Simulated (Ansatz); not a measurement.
Values for one crystal, relaxed and computed with the program Ansatz at the PBEsol level (PAW); other levels are named.

* **Volume per atom**: 19.41 Å³
* **Band gap**: 0.11 eV (direct)
* **Gap with spin–orbit coupling**: 0.10 eV
* **Valence-band maximum**: at Γ
* **Young's modulus**: 83.3 GPa
* **Electron effective mass**: 0.028, 0.037, 0.037 mₑ (principal values)
* **Zone-centre stability**: no imaginary mode at Γ

Which of these materials gives this?
A) MgCu2SiS4, Pmn2_1 (Pearson symbol oP16)
B) ZnCu2SnS4, I-4 (Pearson symbol tI16)
C) FeS2, Pa-3 (Fe on 4a, S on 8c)
D) ZnS, wurtzite

B, ZnCu2SnS4, I-4 (Pearson symbol tI16)

Symmetry was held in the PBEsol relaxation. The run is not spin-polarised. Scalar-relativistic: spin–orbit coupling is off unless named, which matters more the heavier the elements.

Potentials: the later of the program's two PAW sets.
